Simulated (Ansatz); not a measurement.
CuI:
```
CuI
1.0
    0.00000     3.03883     3.03883
    3.03883     0.00000     3.03883
    3.03883     3.03883     0.00000
Cu I
1 1
Direct
  0.75000   0.75000   0.75000
  0.00000   0.00000   0.00000
```

Relaxed with PBE. Special points in fractions of this cell's reciprocal vectors: Γ (0.000, 0.000, 0.000); X (0.500, 0.000, 0.500); U (0.625, 0.250, 0.625); K (0.375, 0.375, 0.750); L (0.500, 0.500, 0.500); W (0.500, 0.250, 0.750).

Problem. List the band energies nearest the valence-band maximum at these points for PBE with spin–orbit coupling (plane waves, PAW; program Ansatz).

Solution. In eV from the valence-band maximum; about four levels below and three above (degenerate sets whole), none deeper than 8.9 eV; points with the same levels are listed once.

```json
[
 {"k": "Γ", "below": "0.00 0.00 0.00 0.00", "above": "0.94 0.94 4.67 4.67"},
 {"k": "X", "below": "-1.67 -1.67 -1.53 -1.53", "above": "2.56 2.56 2.74 2.74"},
 {"k": "U", "below": "-1.73 -1.55 -1.40 -1.32", "above": "2.92 2.94 4.33"},
 {"k": "L", "below": "-0.91 -0.91 -0.79 -0.79", "above": "1.98 1.98 5.25 5.25"},
 {"k": "W", "below": "-1.71 -1.70 -1.41 -1.32", "above": "4.05 4.46 4.49"}
]
```

Space group F-43m (zinc blende). Symmetry was held in the PBE relaxation. No spin polarisation was allowed.

Potentials: the earlier of the program's two PAW sets.
